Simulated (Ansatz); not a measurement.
Compressing SnBi3: a fit and a missing row

SnBi3, I4/mmm, a = 4.657 Å, c = 10.925 Å. The structure is a Materials Project entry; whether it is the stable form wasn't checked. Ansatz: PBEsol, PAW, 420 eV, Γ-centred 12×12×12 mesh on 4 atoms, Gaussian smearing 0.10 eV; no spin polarisation. Shape and atoms are relaxed at each volume; pressure is positive in compression.

| V (Å³/atom) | P (GPa) |
| --- | --- |
| 27.839 | ? |
| 28.727 | 1.83 |
| 29.616 | 0.01 |
| 30.504 | -1.49 |
| 31.392 | -2.75 |

Question: Take V0 = 29.616 Å³/atom, count pressures from its P0 = 0.01 GPa, fit the third-order Birch–Murnaghan form to the other rows, and predict the missing pressure.

Answer: With the Eulerian strain f = ½[(V0/V)^(2/3) − 1] and y = (P − P0)/[3f(1 + 2f)^(5/2)], the form is the line y = B0 + 1.5 B0 (B0′ − 4) f. Rows (f, y): 0.01026, 56.2; -0.00975, 53.9; -0.01904, 53.2. Means f = -0.006177, y = 54.433; Σ(Δf)² = 0.0004484, ΣΔfΔy = 0.04681; the slope is their ratio. y = 55.08 + 104.4 f GPa, so B0 = 55.1 GPa and B0′ = 4 + 2 × (104.4)/(3 × 55.08) = 5.26. At V = 27.839, f = 0.02106, y = 57.28 and P = 4.02 GPa. The run gave 3.94 GPa, so the fit is 0.08 GPa too high, 1.2 % of the span of the series, against an rms of 0.006 GPa on the fitted rows. The row lies outside the fitted range. The records show no cause, and too few rows are left to test a further term.

Spin–orbit coupling is left out, which can shift energies with elements as heavy as these.